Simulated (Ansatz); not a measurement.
With DFT-PBEsol in the program Ansatz with PAW potentials, FeBiO$_{3}$ in the orthorhombic phase (Ima2; Bi on 4b, Fe on 4a, O on 8c, O on 4b) relaxes to a = 7.560 Å, b = 5.678 Å, c = 5.704 Å. Its formation energy from the elements is -1218 meV/atom, with no fitted shifts.

The Kohn–Sham gap is 0.84 eV (direct). The magnetic state found is antiferromagnetic.

The start of the workflow was typed in or built on a structure type; neither database checked (COD, Materials Project) lists it. It is not the phase usual at ambient conditions (space group No. 161). The PBEsol relaxation kept the symmetry of its start, as lowered by the spin order; whether a distortion lowers the energy is not shown. Magnetic state: antiferromagnetic, chosen from 5 collinear starts compared on coarse meshes (ties went to the first, and starts can fall back to one state), not a proven ground state. No Hubbard U is applied. The references are the lowest solids computed at this level, not always the standard phases (solids in place of the gases). Spin–orbit coupling is left out wherever it is not named.

Potentials: the earlier of the program's two PAW sets. The files were generated under PBE; for other functionals the program regenerates the frozen cores, and for LDA and PBEsol the local potential too.
